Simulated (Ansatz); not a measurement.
An Ansatz (a quantum-chemistry and plane-wave program) run. Input:

Ansatz 0.2 input:
```yaml
crystal:
  lattice:
    - [-1.8408512639, 1.8408512639, 2.9410826752]
    - [1.8408512639, -1.8408512639, 2.9410826752]
    - [1.8408512639, 1.8408512639, -2.9410826752]
  atoms:
    - { symbol: Ge, position: [0.9947178595, 0.9947178595, 0.0] }
    - { symbol: As, position: [0.4192821405, 0.4192821405, 0.0] }
kpoints:
  mp_grid: { grid: [16, 16, 16] }
hamiltonian:
  xc: pbesol
  pseudopotentials: { kind: paw }
scf:
  occupations: { method: fermi_dirac, width: 0.1 }
phonons:
  method: dfpt
  response_accuracy: low
  eigenvectors: true
  rigid_motions: translations
```

Output (shortened):

```
Pseudopotential: Ge, paw, valence charge 14
Pseudopotential: As, paw, valence charge 15
Functional definition: PBEsol
Crystal: 2 atoms, lattice volume = 39.866 Å³
Basis set: ecut = 420 eV, 789 PW (Γ), exchange–correlation on 54×54×54 points (8 copies of the dense FFT grid, shifted against one another)
Bands: 19, of which v1, the nominal top of the filled ones, is band 15 counted from 1 (14 counted from 0)
Symmetry: 8 space group operations
k-points: 621 of 4096 (irreducible under 4 space group operations, time reversal used)
SCF iter   1: F=—  HF=-9066.486077 eV  |F-HF|=—  |Δ(HF+E_count)|=         —  Δρ=2.16e-3  dr2=2.17e-3  ethr=1.77e-3  ⟨swp⟩=5.3  Hψ=54464  notcnv=0
preconditioner: auto → Kerker (q_TF=auto, 2.587 Å⁻¹)
SCF iter   2: F=—  HF=-9066.484788 eV  |F-HF|=—  |Δ(HF+E_count)|=   1.29e-3  Δρ=1.30e-3  dr2=8.43e-4  ethr=7.48e-6  ⟨swp⟩=2.4  Hψ=24838  notcnv=0
SCF iter   3: F=—  HF=-9066.484704 eV  |F-HF|=—  |Δ(HF+E_count)|=   8.35e-5  Δρ=6.00e-4  dr2=2.16e-4  ethr=2.91e-6  ⟨swp⟩=1.0  Hψ=11808  notcnv=0
SCF iter   4: F=—  HF=-9066.484690 eV  |F-HF|=—  |Δ(HF+E_count)|=   1.41e-5  Δρ=1.66e-4  dr2=1.72e-5  ethr=7.44e-7  ⟨swp⟩=2.2  Hψ=15421  notcnv=0
SCF iter   5: F=—  HF=-9066.484684 eV  |F-HF|=—  |Δ(HF+E_count)|=   6.23e-6  Δρ=1.01e-4  dr2=4.10e-6  ethr=5.93e-8  ⟨swp⟩=2.4  Hψ=20466  notcnv=0
SCF iter   6: F=—  HF=-9066.484684 eV  |F-HF|=—  |Δ(HF+E_count)|=   5.05e-7  Δρ=2.01e-5  dr2=1.70e-7  ethr=1.41e-8  ⟨swp⟩=3.0  Hψ=20943  notcnv=0
SCF iter   7: F=—  HF=-9066.484684 eV  |F-HF|=—  |Δ(HF+E_count)|=   7.76e-8  Δρ=2.81e-6  dr2=2.56e-9  ethr=5.88e-10  ⟨swp⟩=2.3  Hψ=15815  notcnv=0
SCF iter   8: F=—  HF=-9066.484684 eV  |F-HF|=—  |Δ(HF+E_count)|=   1.04e-9  Δρ=5.41e-7  dr2=1.09e-10  ethr=8.83e-12  ⟨swp⟩=2.0  Hψ=17797  notcnv=0
SCF iter   9: F=-9066.484684 eV  HF=-9066.484684 eV  |F-HF|=5.46e-12  |Δ(HF+E_count)|=  2.18e-11  Δρ=1.30e-7  dr2=7.91e-12  ethr=1.00e-12  ⟨swp⟩=5.0  Hψ=48597  notcnv=0
the search or the solves at the SCF's close seem to have found levels that the self-consistency loop had missed (the run counts 1) …
SCF 1 converged in 9 iterations: F = -9066.484684 eV  dr2 = 7.91e-12
DFPT response loops at Γ: preconditioner auto → Kerker (q_TF=auto, 2.587 Å⁻¹) (partly filled bands, converged f_vac=0.000) …
SCF converged after 9 iterations
Free energy (F): -9066.484684 eV
Harris-Foulkes:  -9066.484684 eV  (|F-HF|=5.46e-12)
Internal energy: -9066.466148 eV  (E = F + TS)
E sigma→0 (E₀):  -9066.475416 eV
Entropy (-TS):   -0.018536 eV (-9.268 meV/atom)
Fermi energy:    10.614919 eV
--- Per-component energies (eV) ---
  E_band       = -347.048324
  E_kinetic    = 214.395463
  E_local      = -3845.360644  (includes V_loc(G=0)·N_el)
  E_nonlocal   = -249.784428
  E_hartree    = 1878.374508
  E_xc         = -154.046823
  E_vxc        = -144.430715  (∫ρ·V_xc dr)
  E_paw        = -3770.202744  (= ΣΔE_a)
  E_vpaw       = -78.617387  (= ΣTr[D̂ρ^β])
  E_aug_tail   = 0.000308  (compensation charges beyond the density's cutoff)
  E_ewald      = -3141.726152
  E_core_change = 1.884365  (= ΣΔE_core)
  E_smearing   = -0.018536  (= −TS)
  E_closure    =  0.000000  (closes the sum)
  Σ components = -9066.484684   (vs F -9066.484684, Δ=0.00e0)
  [band-id]    e_kinetic+e_local+e_nonlocal+2·e_hartree+e_vxc+e_vpaw+e_augmentation_tail = -347.048387   (vs E_band -347.048324, Δ=-6.30e-5)
--- Band table (eV; the first three rows and the last of 621) ---
  k-point 0: bands = ["-25.0436", "-25.0394", "-25.0183", "-25.0169", "-25.0169", "-14.0168", "-14.0142", "-14.0132", "-13.9996", "-13.9996", "-3.4762", "8.1620", "9.5205", "9.5205", "10.0620", "14.1571", "15.4277", "15.4277", "16.5085"]
  k-point 1: bands = ["-25.0436", "-25.0392", "-25.0182", "-25.0169", "-25.0168", "-14.0175", "-14.0135", "-14.0130", "-13.9998", "-13.9993", "-3.3982", "7.4240", "9.3258", "9.8725", "10.4217", "14.2091", "15.2131", "15.2410", "16.8717"]
  k-point 2: bands = ["-25.0437", "-25.0386", "-25.0179", "-25.0171", "-25.0166", "-14.0195", "-14.0122", "-14.0115", "-14.0004", "-13.9985", "-3.1657", "6.4146", "8.8422", "9.4091", "11.8474", "14.0308", "14.5127", "14.7832", "17.7848"]
  k-point 620: bands = ["-25.0428", "-25.0400", "-25.0188", "-25.0146", "-25.0146", "-14.0256", "-14.0170", "-14.0143", "-13.9909", "-13.9909", "-1.0257", "2.7254", "6.9569", "7.5807", "7.5807", "13.7736", "19.1592", "19.1592", "20.1004"]
--- Phonons (Γ-DFPT): 4 representative perturbations + reference, on 621 of 4096 k-points (Σ response iterations 12) ---
  ASR residual: 4.293e-5 → 0.000e0 eV/Å²; symmetrization residual: 6.515e-5 eV/Å²
  ASR residual per site (eV/Å²): 4.29e-5 3.97e-5
  Γ frequencies (cm⁻¹): 0.00 0.00 0.00 163.79 163.79 224.35
  non-analytic LO–TO correction: not included (Born effective charges unavailable; polar crystals: no LO–TO splitting at Γ)
```

Cost: very roughly 2.6 core-minutes on shared cores.

Space group I4mm. The first step of the workflow began from a Materials Project structure, measured or hypothetical; the Crystallography Open Database copy checked does not list it. Its standing as an ambient phase is unchecked. Symmetry was held in the PBEsol relaxation; its stability against distortions is not shown here. As this level gives no gap, phonon frequencies hold no LO–TO term and depend on the k-mesh and smearing (Fermi–Dirac, 0.1 eV here). Scalar-relativistic: spin–orbit coupling is off unless named, which matters more the heavier the elements.

Potentials: the later of the program's two PAW sets.

Ansatz is a plane-wave DFT program.
